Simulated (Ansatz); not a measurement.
Values for one crystal, relaxed and computed with plane-wave PAW r²SCAN (Ansatz code); other levels are named.

- Volume per atom = 12.89 Å³
- Electronic character = metallic (no gap)
- Formation energy from the elements (no fitted shifts) = -0.36 eV/atom
- Density of states at the Fermi level = 0.68 states/eV per atom (mean over ±0.08 eV)

Problem. Pick the material that matches.
A) YAl2Ge2, P-3m1 (Y on 1a, Ge on 2d, Al on 2d)
B) Mg6Ni16Ge7, Fm-3m (Pearson symbol cF116)
C) Ti2AlGe3, Amm2 (Pearson symbol oS12)
D) MgB2, P6/mmm (Mg on 1a, B on 2d)

Solution. B, Mg6Ni16Ge7, Fm-3m (Pearson symbol cF116)

The first step of the workflow began from a Materials Project structure, measured or hypothetical; the Crystallography Open Database copy checked does not list it. Whether it is the stable phase at ambient conditions was not checked. The r²SCAN relaxation kept the symmetry of its start; whether a distortion lowers the energy is not shown. The run is not spin-polarised. The references are the lowest solids computed at this level, not always the standard phases. Scalar-relativistic: spin–orbit coupling is off unless named, which matters more the heavier the elements.

Potentials: the later of the program's two PAW sets.
